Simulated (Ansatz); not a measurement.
InPd:
```yaml
crystal:
  lattice:
    - [3.26693, 0.00000, 0.00000]
    - [0.00000, 3.26693, 0.00000]
    - [0.00000, 0.00000, 3.26693]
  atoms:
    - { symbol: In, position: [0.00000, 0.00000, 0.00000] }
    - { symbol: Pd, position: [0.50000, 0.50000, 0.50000] }
```

Relaxed with r²SCAN. Special points in fractions of this cell's reciprocal vectors: Γ (0.000, 0.000, 0.000); X (0.000, 0.500, 0.000); M (0.500, 0.500, 0.000); R (0.500, 0.500, 0.500).

Task: List the band energies nearest the Fermi level at these points for DFT-r²SCAN in the program Ansatz with PAW potentials.

Result: In eV from the Fermi level; about four levels below and three above (degenerate sets whole), none deeper than 8.9 eV; points with the same levels are listed once.

```json
[
 {"k": "Γ", "below": "-4.14 -4.14 -2.52 -2.52 -2.52", "above": "4.44 4.44 4.44"},
 {"k": "X", "below": "-3.54 -3.54 -2.59 -1.30", "above": "10.06 10.06 10.11"},
 {"k": "M", "below": "-2.95 -2.95 -2.51 -2.51 -1.94", "above": "1.54 2.56 10.03"},
 {"k": "R", "below": "-5.23 -5.23 -5.23 -1.90 -1.90", "above": "0.18 3.90 3.90 3.90"}
]
```

Space group Pm-3m (CsCl type). Symmetry was held in the r²SCAN relaxation; of distortions, only those at the zone centre were tested. The run is not spin-polarised. Scalar-relativistic: spin–orbit coupling is off unless named, which matters more the heavier the elements.

Potentials: the later of the program's two PAW sets.
